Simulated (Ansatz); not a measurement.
An Ansatz input and the part of its output that reports the observables at the nuclei.

The start is a measured structure from the Crystallography Open Database (COD).

```yaml
crystal:
  lattice:
    - [6.8904, 0.0, 0.0]
    - [-3.4452, 5.9672614422, 0.0]
    - [0.0, 0.0, 8.1649]
  atoms:
    - { symbol: K, position: [0.3333333333, 0.6666666667, 0.0] }
    - { symbol: Mn, position: [0.0, 0.0, 0.0], spin: 4.0 }
    - { symbol: Ag, position: [0.504715, 0.00943, 0.5] }
    - { symbol: Ag, position: [0.99057, 0.495285, 0.5] }
    - { symbol: Ag, position: [0.504715, 0.495285, 0.5] }
    - { symbol: C, position: [0.3466, 0.0044, 0.2847] }
    - { symbol: C, position: [0.9956, 0.3422, 0.2847] }
    - { symbol: C, position: [0.6578, 0.6534, 0.2847] }
    - { symbol: C, position: [0.9956, 0.6534, 0.7153] }
    - { symbol: C, position: [0.6578, 0.0044, 0.7153] }
    - { symbol: C, position: [0.3466, 0.3422, 0.7153] }
    - { symbol: "N", position: [0.2571, 0.998, 0.1658] }
    - { symbol: "N", position: [0.002, 0.2591, 0.1658] }
    - { symbol: "N", position: [0.7409, 0.7429, 0.1658] }
    - { symbol: "N", position: [0.002, 0.7429, 0.8342] }
    - { symbol: "N", position: [0.7409, 0.998, 0.8342] }
    - { symbol: "N", position: [0.2571, 0.2591, 0.8342] }
magnetization:
  spin_polarized: true
kpoints:
  mp_grid: { grid: [5, 5, 4] }
scf:
  occupations: { method: fermi_dirac, width: 0.05 }
hamiltonian:
  xc: pbe
  pseudopotentials: { kind: paw }
output:
  forces: true
  stress: true
  populations: true
  efg:
    quadrupole_moments_barn: { K: 0.0603, Mn: 0.33, "N": 0.02044 }
    contact_densities: true
relax:
  f_tol: 0.02
  max_steps: 60
```

```sh
ansatz run input.yaml --threads 2 --pin off --max-ram 5120MiB --backend cpu --events-out ev --progress --plain --runs-dir out
```

The run relaxes the ions first, and the block belongs to the relaxed positions.

Of the output, the block on the nuclei alone is shown; the set-up, the SCF iterations, energies, forces and stress are cut. One atom of each set with nearly equal values is shown.

```
--- PAW observables at the nuclei: V_zz in 10²¹ V/m², potentials from the cell's mean, atoms counted from 1 ---
  atom   1  K  V_zz =    +0.740009   η = 0.0000   by run symmetry: allowed   C_q = +1.0790 MHz
            electrostatic potential = -2062.661223 V   contact ρ = 34766.564599 e/Å³   contact ρ_s (e/Å³): all electrons -0.004261, valence -0.004263
  atom   2  Mn V_zz =    -0.254441   η = 0.0000   by run symmetry: allowed   C_q = -2.0303 MHz
            electrostatic potential = -3022.946411 V   contact ρ = 87777.889039 e/Å³   contact ρ_s (e/Å³): all electrons -4.745154, valence +4.724911
  atom   3  Ag V_zz =   -28.596955   η = 0.0342   by run symmetry: allowed
            electrostatic potential = -7468.590776 V   contact ρ = 948430.402354 e/Å³   contact ρ_s (e/Å³): all electrons +0.116225, valence +0.130420
  atom   6  C  V_zz =    -5.705914   η = 0.0517   by run symmetry: allowed
            electrostatic potential = -410.402047 V   contact ρ = 871.191495 e/Å³   contact ρ_s (e/Å³): all electrons +0.110971, valence +0.135317
  atom  12  N  V_zz =    -6.419609   η = 0.0489   by run symmetry: allowed   C_q = -3.1728 MHz
            electrostatic potential = -509.762468 V   contact ρ = 1417.229460 e/Å³   contact ρ_s (e/Å³): all electrons +0.495765, valence +0.496076
```

The relaxation (4 steps) took 4.3 min of wall time (8.1 min of CPU time) and 1.3 GiB at its peak, on 2 threads of Intel Xeon Processor @ 2.50GHz (Skylake/Cascade Lake) (x86_64; 62 cores open to the job, memory cap 5.0 GiB, no GPU), a shared host with a load of 0.7 a core.

Without spin–orbit coupling (the program notes it for Ag) the gradients are little affected as a rule: paired runs on crystals with a gap mostly move them by under 2 % at such atoms. The database entry as given showed forces above 3 eV/Å or a pressure above 30 GPa, though relaxing it moves no atom far. All moments are parallel here, as the start or the cell imposes; many such compounds order antiparallel, where fields and spin densities carried over to other atoms largely cancel. The magnetic order is the one that the run reached from its start moments, not necessarily the measured one.
